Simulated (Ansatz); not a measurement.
Computed with DFT PBE, scalar-relativistic, plane waves, PAW in Ansatz. Settings: cutoff 420 eV, Γ-centred meshes spaced at most about 0.3 Å⁻¹, and about 0.25 Å⁻¹ or finer for metals (2π included), Gaussian smearing. No spin polarisation in the final relaxations.

All energies are static (0 K, no zero-point motion). All come from trial cells, and lower structures may exist.

**Question.** These unrelaxed guesses for La₂LuN₃ are each relaxed within their symmetry. Order them by the energy at which they end, lowest first.
A.

```cif
data_structure
_symmetry_space_group_name_H-M 'P-3m1'
_symmetry_Int_Tables_number 164
_cell_length_a 3.6762
_cell_length_b 3.6762
_cell_length_c 9.0086
_cell_angle_alpha 90.000
_cell_angle_beta 90.000
_cell_angle_gamma 120.000
_cell_volume 105.43
loop_
_atom_site_label
_atom_site_type_symbol
_atom_site_symmetry_multiplicity
_atom_site_Wyckoff_symbol
_atom_site_fract_x
_atom_site_fract_y
_atom_site_fract_z
_atom_site_occupancy
La1 La 2 d 0.33333 0.66667 0.66106 1
Lu1 Lu 1 a 0.00000 0.00000 0.00000 1
N1 N 1 b 0.00000 0.00000 0.50000 1
N2 N 2 d 0.33333 0.66667 0.17809 1
```

B.

```cif
data_structure
_symmetry_space_group_name_H-M 'P4/mmm'
_symmetry_Int_Tables_number 123
_cell_length_a 4.4903
_cell_length_b 4.4903
_cell_length_c 5.9719
_cell_angle_alpha 90.000
_cell_angle_beta 90.000
_cell_angle_gamma 90.000
_cell_volume 120.41
loop_
_atom_site_label
_atom_site_type_symbol
_atom_site_symmetry_multiplicity
_atom_site_Wyckoff_symbol
_atom_site_fract_x
_atom_site_fract_y
_atom_site_fract_z
_atom_site_occupancy
La1 La 2 h 0.50000 0.50000 0.28822 1
Lu1 Lu 1 a 0.00000 0.00000 0.00000 1
N1 N 2 g 0.00000 0.00000 0.72104 1
N2 N 1 c 0.50000 0.50000 0.00000 1
```

C.

```cif
data_structure
_symmetry_space_group_name_H-M 'P4mm'
_symmetry_Int_Tables_number 99
_cell_length_a 4.4655
_cell_length_b 4.4655
_cell_length_c 7.2098
_cell_angle_alpha 90.000
_cell_angle_beta 90.000
_cell_angle_gamma 90.000
_cell_volume 143.77
loop_
_atom_site_label
_atom_site_type_symbol
_atom_site_symmetry_multiplicity
_atom_site_Wyckoff_symbol
_atom_site_fract_x
_atom_site_fract_y
_atom_site_fract_z
_atom_site_occupancy
La1 La 2 c 0.50000 0.00000 0.11434 1
Lu1 Lu 1 a 0.00000 0.00000 0.33395 1
N1 N 2 c 0.50000 0.00000 0.84295 1
N2 N 1 a 0.00000 0.00000 0.75169 1
```

**Answer.** A (ends in P-3m1, 0 meV/atom), B (ends in P4/mmm, 74 meV/atom), C (ends in P4/mmm, 0.66 eV/atom).

Cells relaxed within their symmetry can be saddle points. Some candidate types were left out of the draw beforehand, so a known form may be missing.
